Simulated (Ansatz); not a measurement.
The elements of this relaxed trial crystal are hidden behind letters.

```
lattice vectors (Å)
  -2.9874    2.9874    5.9667
   2.9874   -2.9874    5.9667
   2.9874    2.9874   -5.9667
fractional positions
X 0.0000 0.0000 0.0000
X 0.7500 0.2500 0.5000
X 0.2500 0.7500 0.5000
Z 0.5000 0.5000 0.0000
Q 0.7411 0.7411 0.0000
Q 0.2589 0.2589 0.0000
Q 0.5000 0.0000 0.5000
Q 0.0000 0.5000 0.5000
```

Level of theory: DFT PBE, scalar-relativistic, plane waves, PAW in Ansatz 0.2.0. The final run on the 8-atom cell used 420 eV, a Γ-centred 10×10×10 mesh, 0.10 eV smearing and no spin polarisation.

```
Space group                                 : I4/mmm (No. 139)
Conventional cell                           : a = 5.975 Å, c = 11.933 Å
Volume per atom                             : 26.62 Å³
Density                                     : 5.81 g/cm³
Formation energy                            : −0.36 eV/atom
Gap on the 10×10×10 mesh of the 8-atom cell : 0.05 eV by band count, less than the smearing, so the run treats it as a metal
```

Energies are uncorrected and count from the elements' standard states at the same level.

Problem. X is a p-block element of period 5, Z is a p-block element of period 4 and Q is a p-block element of period 4. Which elements are they?

Solution. X = Sn, Z = Ge, Q = Se, so the formula is Sn3GeSe4. Density times volume gives a mean mass of 5.81 × 26.62/1.6605 = 93.1 u per atom, and this set has 93.1 u. Around Sn on a site of symmetry 4/mmm lie 6 Se at 2.99–3.09 Å; Ge has 6 Se at 2.88–2.99 Å; Se on a site of symmetry 4mm has 1 Ge at 2.88 Å and 5 Sn at 2.99–3.09 Å; 2 more sites not described. Other sets within the hints have nearly the same mass, so mass alone doesn't settle it; this one was computed.

A structure relaxed within its symmetry needn't be a true minimum.
